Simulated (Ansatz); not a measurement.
Here is an unrelaxed guess for K4CuPb.

Space group F-43m (No. 216). a = 8.817 Å, b = 8.817 Å, c = 8.817 Å, α = 90.00°, β = 90.00°, γ = 90.00°
| atom | site | symmetry | x | y | z |
| --- | --- | --- | --- | --- | --- |
| K | 16e | .3m | 0.8757 | 0.3757 | 0.1243 |
| Cu | 4a | -43m | 0.0000 | 0.0000 | 0.0000 |
| Pb | 4c | -43m | 0.2500 | 0.2500 | 0.2500 |

These are results of DFT PBE, scalar-relativistic, plane waves, PAW in Ansatz 0.2.0, not measurements. Cutoff 420 eV; k points 4×4×4 on the computed 6-atom cell (Γ-centred); Gaussian smearing, width 0.10 eV; no spin polarisation.

Energies over the elements count from the elements' standard structures at the same level, with no fitted energy shifts.

Question: What does a single point on this coarse mesh give?

Answer: The pressure is 5.4 GPa (it wants to expand), the largest force is 0.22 eV/Å, and the energy is +0.67 eV/atom against the elements. The shortest distance is 3.10 Å.

Question: How much does it gain on relaxing, and where does it end?

Answer: Relaxing gains about 0.16 eV/atom (the start's value is from the coarse mesh, so the gain is rough) in 11 ionic steps and ends at +0.50 eV/atom on the finer mesh. The symmetry stays F-43m (No. 216). The volume per atom grows by 47.8 %, from 28.6 to 42.2 Å³. The shortest distance goes from 3.10 Å (K–K) to 3.54 Å (K–K). Conventional cell: a = 10.043 Å. K is surrounded by 6 K at 3.54–3.56 Å, 3 Cu at 4.16 Å and 3 Pb at 4.16 Å; Cu has 12 K at 4.16 Å and 4 Pb at 4.35 Å; Pb is surrounded by 12 K at 4.16 Å and 4 Cu at 4.35 Å.

The last run used an 8×8×8 mesh for its 6-atom cell and Gaussian smearing of 0.10 eV. Spin–orbit coupling, which can matter for Pb, is left out. The relaxation can't lower the symmetry of the start. Symmetry constrained the relaxation, so the result can be a saddle point. Another cell of K4CuPb relaxed alike, in P6/mmm, lies 278 meV/atom lower, so this cell isn't the stable form at this level.
